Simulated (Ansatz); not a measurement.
# Relaxation of Ti3C2

All numbers below come from DFT PBEsol, scalar-relativistic, plane waves, PAW in Ansatz 0.2.0. Settings: 420 eV cutoff, 12×12×4 k-mesh, Gaussian smearing of 0.10 eV, no spin polarisation.

What was changed: shear of c along a, cell held, atoms relaxed: +2.0 %.

Command:

```bash
ansatz run input.yaml --threads 2 --pin off --max-ram 5120MiB --backend cpu --events-out ev --progress --plain --runs-dir out
```

Input:

```yaml
crystal:
  lattice:
    - [3.0420899207, 0.0, 0.0]
    - [-1.5210449603, 2.6345271519, 0.0]
    - [0.2996929879, 0.0, 14.984649396]
  atoms:
    - { symbol: Ti, position: [0.3333333333, 0.6666666667, 0.8437914613] }
    - { symbol: Ti, position: [0.6666666667, 0.3333333333, 0.3437914613] }
    - { symbol: Ti, position: [0.6666666667, 0.3333333333, 0.1562085387] }
    - { symbol: Ti, position: [0.3333333333, 0.6666666667, 0.6562085387] }
    - { symbol: Ti, position: [0.0, 0.0, 0.0] }
    - { symbol: Ti, position: [0.0, 0.0, 0.5] }
    - { symbol: C, position: [0.6666666667, 0.3333333333, 0.9143810529] }
    - { symbol: C, position: [0.3333333333, 0.6666666667, 0.4143810529] }
    - { symbol: C, position: [0.6666666667, 0.3333333333, 0.5856189471] }
    - { symbol: C, position: [0.3333333333, 0.6666666667, 0.0856189471] }
basis:
  ecutwfc: 420
kpoints:
  mp_grid: { grid: [12, 12, 4] }
hamiltonian:
  xc: pbesol
scf:
  occupations: { method: gaussian, width: 0.1 }
output:
  forces: true
  stress: true
  eigenvalues: true
relax:
  adjacent_minimum: "off"
  f_tol: 0.008
  max_steps: 40
```

F is the free energy.

Steps:

```tsv
step	F − F(1) (eV)	largest force component (eV/Å)
1	0.0000	0.267
2	-0.0223	0.148
3	-0.0286	0.024
4	-0.0287	0.003
```

Relaxed structure:

```
CELL_PARAMETERS angstrom
3.04209 0.00000 0.00000
-1.52104 2.63453 0.00000
0.29969 0.00000 14.98465
ATOMIC_POSITIONS crystal
Ti 0.35184 0.66666 0.84375
Ti 0.68518 0.33334 0.34375
Ti 0.64816 0.33334 0.15625
Ti 0.31482 0.66666 0.65625
Ti 0.00000 0.00000 0.00000
Ti 0.00000 0.00000 0.50000
C 0.67649 0.33338 0.91438
C 0.34312 0.66662 0.41438
C 0.65688 0.33338 0.58562
C 0.32351 0.66662 0.08562
```

The structure is monoclinic, space group C2/c (No. 15). Conventional cell: a = 3.042 Å, b = 5.269 Å, c = 14.988 Å, α = 90.00°, β = 91.15°, γ = 90.00°. Ti (site symmetry 1) is surrounded by 3 C at 2.05 Å. Ti (site symmetry -1) is surrounded by 6 C at 2.17 to 2.18 Å. Around C (site symmetry 1) lie 6 Ti at 2.05 to 2.18 Å.

The run converged. Time: 120 s on 2 threads of AMD EPYC 7R43 64-Core Processor (Zen 3), on a shared host, peak memory 1 GiB.